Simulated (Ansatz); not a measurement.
Elastic constants of MgS (Fm-3m), step by step

```yaml
crystal:
  lattice:
    - [0.00000, 2.59096, 2.59096]
    - [2.59096, 0.00000, 2.59096]
    - [2.59096, 2.59096, 0.00000]
  atoms:
    - { symbol: Mg, position: [0.00000, 0.00000, 0.00000] }
    - { symbol: S, position: [0.50000, 0.50000, 0.50000] }
```

Conventional cell: a = 5.182 Å, b = 5.182 Å, c = 5.182 Å, α = 90.00°, β = 90.00°, γ = 90.00°. Mg (atom 1) has 6 S at 2.59 Å as nearest neighbours. Around S (atom 2) lie 6 Mg at 2.59 Å.

Computed, not measured; unless marked otherwise by PBEsol, all-electron LAPW in Ansatz 0.2.0, scalar-relativistic. k mesh 8×8×8, fixed occupations, basis error target 1 meV/atom. The cell was relaxed by PAW under this functional.

The cell is cubic and carries a residual pressure of -0.01 GPa at this level. Each strain component that symmetry leaves independent is applied at ±0.003, the ions relax wherever a strain frees them, and the stress (tension positive, GPa) is read. Shears are engineering strains, γ = 2ε.

| strain | size | σxx | σyy | σzz | σyz | σxz | σxy |
| --- | --- | --- | --- | --- | --- | --- | --- |
| xx | -0.003 | -0.4524 | -0.1094 | -0.1094 | 0.0000 | 0.0000 | 0.0000 |
| xx | +0.003 | 0.4631 | 0.1357 | 0.1357 | 0.0000 | 0.0000 | 0.0000 |
| yz | -0.003 | 0.0139 | 0.0135 | 0.0135 | -0.1628 | 0.0000 | 0.0000 |
| yz | +0.003 | 0.0139 | 0.0135 | 0.0135 | 0.1628 | 0.0000 | 0.0000 |

A central difference gives one constant, for example C11 ≈ (0.4631 − (-0.4524))/(0.006) = 152.6 GPa; the program then imposes the crystal's symmetry on the whole matrix.

Task: What are the independent elastic constants?

Result: C11 = 152.6, C12 = 40.8, C44 = 54.3 GPa.

Task: Do they meet the Born conditions?

Result: C11 − C12 = 111.7, C11 + 2C12 = 234.3 and C44 = 54.3 GPa must all be positive, so the crystal is elastically stable; that says nothing yet of its phonons.

Task: What moduli does a random aggregate of grains have?

Result: B = (C11 + 2C12)/3 = 78.1 GPa. G_V = (C11 − C12 + 3C44)/5 = 54.9 and G_R = 5(C11 − C12)C44/(4C44 + 3(C11 − C12)) = 54.9, so G_H = 54.9 GPa. Then E = 9BG/(3B + G) = 133.4 GPa, ν = (3B − 2G)/(6B + 2G) = 0.215 and B/G = 1.42, on the brittle side of Pugh's 1.75 (a rule of thumb, made for metals; it doesn't predict ductility here).

Task: With the density of 2.691 g/cm³, how fast does sound travel, and what Debye temperature follows?

Result: 

| direction | slow (m/s) | middle (m/s) | fast (m/s) |
| --- | --- | --- | --- |
| [100] | 4491 | 4491 | 7531 |
| [110] | 4491 | 4557 | 7491 |
| [111] | 4535 | 4535 | 7478 |

The mean of v⁻³ over directions and branches gives v_m = 4995 m/s and θ_D = (ħ/k_B) v_m (6π²n)^(1/3) = 574 K, n being atoms per volume. Young's modulus spans 132 to 135 GPa over directions, and the universal anisotropy index is 0.00.

Task: How far do the constants move if PAW replaces LAPW in the same cell?

Result: 

```tsv
constant	LAPW (GPa)	PAW (GPa)	difference
C11	152.6	152.6	0.0
C12	40.8	40.9	0.1
C44	54.3	54.2	-0.1
```

Task: What happens at 20 GPa (cell relaxed there)?

Result: The volume falls to 0.8370 of its value, and C11 = 323.3, C12 = 67.2, C44 = 64.1 GPa (slopes of the stress), in this structure whether or not another phase takes over.

Limits of these numbers: the frozen-core PAW files of the compared runs were fitted under PBE, their cores solved anew for this functional.
